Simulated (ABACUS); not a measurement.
Band structure of Mg2ZnO3 (P-3m1, 6 atoms in the cell; from Materials Project mp-1222123).

```yaml
crystal:
  lattice:
    - [3.03300, 0.00000, 0.00000]
    - [-1.51650, 2.62665, 0.00000]
    - [0.00000, 0.00000, 7.40332]
  atoms:
    - { symbol: Mg, position: [0.33333, 0.66667, 0.66580] }
    - { symbol: Mg, position: [0.66667, 0.33333, 0.33420] }
    - { symbol: Zn, position: [0.00000, 0.00000, 0.00000] }
    - { symbol: O, position: [0.33333, 0.66667, 0.17262] }
    - { symbol: O, position: [0.66667, 0.33333, 0.82738] }
    - { symbol: O, position: [0.00000, 0.00000, 0.50000] }
```

Method: PBEsol, numerical atomic orbitals DZP (confined pseudo-atomic orbitals with Gaussian additions; energy shift 0.003 Ry), PseudoDojo 0.4 standard norm-conserving PBEsol (tails mended) pseudopotentials in ABACUS.

Settings: basis = DZP numerical atomic orbitals, energy shift 0.003 Ry; KPT = Gamma 10 10 4 0 0 0; basis_type = lcao; ecutwfc = 100 Ry; smearing_method = fixed; potentials = PseudoDojo 0.4 standard norm-conserving PBEsol (tails mended); symmetry = 1; ks_solver = genelpa; scf_nmax = 100; scf_thr = 1.0e-06; mixing_type = broyden.

The atom-centred basis is finite, which shifts total energies, pressures, gaps and forces against plane waves. The structure comes from a collection of computed structures, made at another level of theory; the collection holds predicted forms beside known ones.

Predict the gap along the standard path and the places of the band edges.

The gap along the path is 2.80 eV, from A to Γ; the smallest direct gap on it is 2.90 eV.

Points are given in units of this cell's reciprocal vectors. Levels in eV from the top of the valence band on the SCF mesh, bands 26 to 30:
| point | 26 | 27 | 28 | 29 | 30 |
|---|---|---|---|---|---|
| Γ (0 0 0) | -0.42 | -0.42 | -0.10 | -0.10 | 2.80 |
| M (0.5 0 0) | -1.63 | -1.13 | -0.77 | -0.38 | 6.36 |
| K (0.333 0.333 0) | -2.75 | -1.29 | -0.64 | -0.64 | 7.46 |
| A (0 0 0.5) | -0.68 | -0.68 | 0.00 | 0.00 | 3.93 |
| L (0.5 0 0.5) | -1.72 | -1.32 | -0.29 | -0.25 | 6.60 |
| H (0.333 0.333 0.5) | -2.26 | -1.59 | -0.91 | -0.91 | 7.54 |

Higher empty bands are left out: an atom-centred basis made for the valence describes them poorly.

The atomic orbitals were generated for these runs; they are not ABACUS's published sets and were checked against plane waves on a few crystals only.

“Tails mended”: in these copies of the files the far tail of each local potential was reset to the Coulomb form.
